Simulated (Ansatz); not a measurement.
Here is the system:

YAs:
```cif
data_As4Y4
_chemical_formula_sum 'Y4 As4'
_space_group_name_H-M_alt 'Fm-3m'
_space_group_IT_number 225
_space_group_name_Hall '-F 4 2 3'
_cell_length_a 5.69645
_cell_length_b 5.69645
_cell_length_c 5.69645
_cell_angle_alpha 90.000
_cell_angle_beta 90.000
_cell_angle_gamma 90.000
loop_
_atom_site_label
_atom_site_type_symbol
_atom_site_symmetry_multiplicity
_atom_site_Wyckoff_symbol
_atom_site_fract_x
_atom_site_fract_y
_atom_site_fract_z
_atom_site_occupancy
Y1 Y 4 a 0.00000 0.00000 0.00000 1
As1 As 4 b 0.50000 0.50000 0.50000 1
```
(The calculation used a cell of 2 atoms; values per cell refer to that cell.)

This is the LDA-relaxed structure.

### Question
All from DFT-LDA in the program Ansatz with PAW potentials, unless another level is named. Predict the Young's modulus.

### Answer
141 GPa.

### Question
Predict the elastic constants (relaxed ions, GPa).

### Answer
C11 = 214, C12 = 24.7, C44 = 40.2.

### Question
What about the highest zone-centre frequency?

### Answer
195 cm⁻¹.

The workflow started from a Materials Project entry (that database holds measured and hypothetical structures alike); the Crystallography Open Database files this formula in space group No. 225, but the cells were not matched. Whether it is the stable phase at ambient conditions was not checked. The cell was relaxed with LDA under the symmetry of its start; of distortions, only those at the zone centre were tested. The run is not spin-polarised. As this level gives no gap, shear constants depend on the k-mesh and smearing (Fermi–Dirac, 0.1 eV here). As this level gives no gap, phonon frequencies hold no LO–TO term and depend on the k-mesh and smearing (Fermi–Dirac, 0.1 eV here).

Potentials: the later of the program's two PAW sets.
